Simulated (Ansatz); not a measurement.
LiNbO$_{3}$ in space group R-3 (No. 148; Li on 6c, Nb on 6c, O on 18f) at seven volumes, plane-wave PAW r²SCAN (Ansatz code), shape and atoms relaxed at each. One row is withheld.

```csv
V (Å³/atom),P (GPa)
10.134,10.05
10.468,?
10.802,2.75
11.137,0.00
11.471,-2.27
11.805,-4.14
12.139,-5.71
```

### Question
Fit the shown pressures and predict the withheld one.

### Answer
P = (3/2)B₀(x^(7/2) − x^(5/2))[1 + (3/4)(B′ − 4)(x − 1)] with x = (V₀/V)^(2/3). Least squares on the six rows gives V₀ = 11.137 Å³/atom, B₀ = 83.0 GPa, B′ = 5.26. At V = 10.468, x = 1.0422 and P = 6.05 GPa. The run itself gave 6.07 GPa.

The first step of the workflow began from a Materials Project structure, measured or hypothetical; the Crystallography Open Database files this formula in space group No. 148, but the cells were not matched. It is not the phase usual at ambient conditions (space group No. 161). The cell was relaxed with r²SCAN under the symmetry of its start; whether a distortion lowers the energy is not shown. No spin polarisation was allowed.

Potentials: the later of the program's two PAW sets.
